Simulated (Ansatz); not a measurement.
InSb (zinc blende), relaxed with PBE (Ansatz, a quantum-chemistry and plane-wave program, plane waves, PAW): a = b = c = 6.6353 Å, α = β = γ = 90.00°.

| Quantity | Result |
|---|---|
| ΔH_f (eV/atom) | -0.13 |

### Question
The same phase is relaxed and computed with r²SCAN in the same code. What are the cell and these values now?

### Answer
a = b = c = 6.557 Å, α = β = γ = 90.00°.

* **ΔH_f (eV/atom)**: -0.25

All cells were relaxed under the symmetry of their starts (and spin orders); stability against distortions was not tested throughout. Scalar-relativistic: spin–orbit coupling is off unless named, which matters more the heavier the elements.

Potentials: the earlier of the program's two PAW sets.

Ansatz is a plane-wave DFT program.

Formation energies count from the lowest solids of the elements computed at the same level, not from gases.
